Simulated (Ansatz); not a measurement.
# InAs, first-principles data

InAs:
```yaml
crystal:
  lattice:
    - [0.00000, 2.80007, 2.80007]
    - [2.80007, 0.00000, 2.80007]
    - [2.80007, 2.80007, 0.00000]
  atoms:
    - { symbol: In, position: [0.50000, 0.50000, 0.50000] }
    - { symbol: As, position: [0.00000, 0.00000, 0.00000] }
```

Space group Fm-3m (No. 225), rock salt; conventional cell a = b = c = 5.6001 Å, α = β = γ = 90.00°.

Method: LDA (plane waves, PAW; program Ansatz). The cell and atoms are relaxed at this level. Other levels are named where they apply.

Cell and energy:

- Volume per atom: 21.95 Å³
- Density: 7.18 g/cm³
- Formation energy from the elements (no fitted shifts): -0.071 eV/atom

Electronic structure:

- Electronic character = metallic (no gap)
- Density of states at the Fermi level = 0.56 states/eV per atom (mean over ±0.08 eV)

Mechanics:

- Bulk modulus (Birch–Murnaghan fit) = 76.8 GPa
- Pressure derivative B′ = 4.8
- Elastic constants (relaxed ions, GPa) = C11 = 159, C12 = 35.2, C44 = 20.0
- Mechanical stability = stable (all eigenvalues of C positive)
- Hill bulk and shear moduli = 76.6 and 32.1 GPa
- Young's modulus = 84.6 GPa
- Poisson's ratio = 0.32
- Debye temperature from the elastic constants = 252 K

Phonons:

Highest zone-centre frequency: 127 cm⁻¹
Zone-centre stability: no imaginary mode at Γ

The workflow started from a Materials Project entry (that database holds measured and hypothetical structures alike); the Crystallography Open Database copy checked does not list it. It is not the phase usual at ambient conditions (space group No. 216). The LDA relaxation kept the symmetry of its start. As this level gives no gap, shear constants depend on the k-mesh and smearing (Fermi–Dirac, 0.1 eV here). As this level gives no gap, phonon frequencies hold no LO–TO term and depend on the k-mesh and smearing (Fermi–Dirac, 0.1 eV here). The references are the lowest solids computed at this level, not always the standard phases. Spin–orbit coupling is left out wherever it is not named.

Potentials: the later of the program's two PAW sets.
